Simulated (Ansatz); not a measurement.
Relaxed-ion elastic tensor of Zn₃CdSe₄ in space group P-43m (No. 215; Zn on 3c, Cd on 1a, Se on 4e) in GPa (Voigt order), r²SCAN (plane waves, PAW; program Ansatz); density 5.36 g/cm³, 24.17 Å³ per atom.

```tsv
	1	2	3	4	5	6
1	81.8	51.1	51.1	0.0	0.0	0.0
2	51.1	81.8	51.1	0.0	0.0	0.0
3	51.1	51.1	81.8	0.0	0.0	0.0
4	0.0	0.0	0.0	34.1	0.0	0.0
5	0.0	0.0	0.0	0.0	34.1	0.0
6	0.0	0.0	0.0	0.0	0.0	34.1
```

Q: Is the crystal mechanically stable?

A: Yes: the smallest eigenvalue of C is 30.7 GPa.

Q: Work out the Voigt, Reuss and Hill averages.

A: K_V = 61.3, K_R = 61.3, K_H = 61.3; G_V = 26.6, G_R = 22.9, G_H = 24.8 GPa.

Q: Give Young's modulus, Poisson's ratio, Pugh's ratio and the universal anisotropy index.

A: E = 9KG/(3K + G) = 65.5 GPa; ν = 0.32; K/G = 2.47 (ductile by the Pugh limit of 1.75); A_U = 5G_V/G_R + K_V/K_R − 6 = 0.81.

Q: Estimate the sound speeds and the Debye temperature.

A: v_l = √((K + 4G/3)/ρ) = 4190 m/s, v_t = √(G/ρ) = 2150 m/s, mean 2410 m/s; Θ = (h/k)(3n/4πV)^(1/3) v_m = 248 K.

Q: Give the Zener ratio and Young's modulus along [100], [110] and [111].

A: A = 2C44/(C11 − C12) = 2.22; 1/E = S11 − 2(S11 − S12 − S44/2)Γ with Γ = 0, 1/4, 1/3 gives 42.6, 68.7, 86.4 GPa.

Q: Solve the Christoffel equation for the three sound speeds along [100], [110], [111].

A: Eigenvalues of C_ijkl n_j n_l equal ρv² (piezoelectric stiffening left out). In km/s, slowest first: [100] 2.52, 2.52, 3.91; [110] 1.69, 2.52, 4.33; [111] 2.01, 2.01, 4.46.

The first step of the workflow began from a Materials Project structure, measured or hypothetical; the Crystallography Open Database copy checked does not list it. With Zn and Cd taken as one species the cell has the higher symmetry F-43m, so it may be an ordered model of a mixed-site phase. Whether it is the stable phase at ambient conditions was not checked. The r²SCAN relaxation kept the symmetry of its start; its stability against distortions is not shown here.

Potentials: the later of the program's two PAW sets.
